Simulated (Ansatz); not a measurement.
Input and command of a calculation in Ansatz (plane waves; scalar-relativistic PAW potentials unless the input names others):

```yaml
crystal:
  lattice:
    - [3.7771604151, 0.0, 0.0]
    - [0.0, 3.7771604151, 0.0]
    - [0.0, 0.0, 3.7771604151]
  atoms:
    - { symbol: B, position: [0.0, 0.5, 0.5] }
    - { symbol: B, position: [0.5, 0.0, 0.5] }
    - { symbol: B, position: [0.5, 0.5, 0.0] }
    - { symbol: I, position: [0.0, 0.0, 0.0] }
basis:
  ecutwfc: 420
kpoints:
  mp_grid: { grid: [12, 12, 12] }
hamiltonian:
  xc: pbe
scf:
  occupations: { method: gaussian, width: 0.1 }
  lower_state_search: standard
output:
  forces: true
  eigenvalues: true
  stress: true
```

```bash
ansatz run input.yaml --threads 1 --pin off --max-ram 2560MiB --backend cpu --events-out ev --progress --plain --runs-dir out
```

Abridged log:
```
Pseudopotentials: kind: paw
Pseudopotential: B, paw, valence charge 3, recommended cutoff 420 eV (normal)
Pseudopotential: I, paw, valence charge 17, recommended cutoff 420 eV (normal)
Functional definition: PBE
Crystal: 4 atoms, lattice volume = 53.889 Å³
Basis set: ecut = 420 eV, 1021 PW (Γ), exchange–correlation on 54×54×54 points (8 copies of the dense FFT grid, shifted against one another)
Bands: 17, of which v1, the nominal top of the filled ones, is band 13 counted from 1 (12 counted from 0)
Symmetry: 48 space group operations
Space group: Pm-3m (ITA 221), of the structure as read, at distance tolerance 3.8e-5 Å
k-points: 84 of 1728
Initial density: superposition of atomic densities (neutral atoms: chi_scale 0, normalization atom), corrected by the library's trained network
Initial wavefunctions: pseudopotential atomic-orbital guess
Functional: x = pbe(κ = 0.804, μ = 0.21951497), c = pbe(β = 0.06672455)
SCF iter   1: F=—  HF=-7969.588893 eV  |F-HF|=—  |Δ(HF+E_count)|=         —  Δρ=8.09e-3  dr2=7.71e-2  ethr=1.77e-3  ⟨swp⟩=5.5  Hψ=7646  notcnv=0
SCF iter   2: F=—  HF=-7969.571969 eV  |F-HF|=—  |Δ(HF+E_count)|=   1.69e-2  Δρ=4.43e-3  dr2=2.31e-2  ethr=2.97e-4  ⟨swp⟩=1.2  Hψ=2127  notcnv=0
SCF iter   3: F=—  HF=-7969.565270 eV  |F-HF|=—  |Δ(HF+E_count)|=   6.70e-3  Δρ=6.80e-4  dr2=3.53e-4  ethr=8.87e-5  ⟨swp⟩=2.0  Hψ=2000  notcnv=0  defer=1
SCF iter   4: F=—  HF=-7969.565212 eV  |F-HF|=—  |Δ(HF+E_count)|=   5.81e-5  Δρ=1.80e-4  dr2=3.46e-5  ethr=1.36e-6  ⟨swp⟩=2.0  Hψ=2504  notcnv=0  defer=1
SCF iter   5: F=—  HF=-7969.565203 eV  |F-HF|=—  |Δ(HF+E_count)|=   9.12e-6  Δρ=8.63e-5  dr2=4.83e-6  ethr=1.33e-7  ⟨swp⟩=2.0  Hψ=2522  notcnv=0  defer=1
SCF iter   6: F=—  HF=-7969.565200 eV  |F-HF|=—  |Δ(HF+E_count)|=   2.54e-6  Δρ=2.42e-5  dr2=2.77e-7  ethr=1.86e-8  ⟨swp⟩=2.0  Hψ=2431  notcnv=0  defer=1
SCF iter   7: F=-7969.565201 eV  HF=-7969.565201 eV  |F-HF|=4.37e-9  |Δ(HF+E_count)|=   9.03e-8  Δρ=4.58e-6  dr2=1.21e-8  ethr=3.85e-10  ⟨swp⟩=6.2  Hψ=6865  notcnv=0
SCF 1 converged in 7 iterations: F = -7969.565201 eV  dr2 = 1.21e-8
SCF converged after 7 iterations
Free energy (F): -7969.565201 eV
Harris-Foulkes:  -7969.565201 eV  (|F-HF|=4.37e-9)
Internal energy: -7969.554946 eV  (E = F + TS)
E sigma→0 (E₀):  -7969.560073 eV
Entropy (-TS):   -0.010254 eV (-2.564 meV/atom)
Fermi energy:    10.682366 eV
--- Forces (eV/Å), atoms counted from 1 ---
  atom   1  B      0.00000000     0.00000000     0.00000000
  atom   2  B      0.00000000     0.00000000     0.00000000
  atom   3  B      0.00000000     0.00000000     0.00000000
  atom   4  I      0.00000000     0.00000000     0.00000000
--- Stress (GPa, compression-positive) ---
       -0.034832       0.000000       0.000000
        0.000000      -0.034832       0.000000
        0.000000       0.000000      -0.034832
  P = ⅓ Tr σ = -0.0348 GPa (-0.348 kbar)
```

Apart from outputs, empty bands and the relaxation, which only the reference makes, the input differs from a reference run on usual settings in scf.lower_state_search: not typed → "standard". The reference, at the same geometry, ended its own course with pressure -0.03 GPa, largest force 0.000 eV/Å, no gap on the mesh. This run converged in 7 SCF iterations with an energy at zero smearing within 0.01 meV/atom of the reference's, pressure -0.03 GPa, largest force 0.000 eV/Å, no gap on the mesh.

Time: 4 s on 1 thread of Arm Neoverse V2, with other jobs on the host, peak memory 0.34 GiB.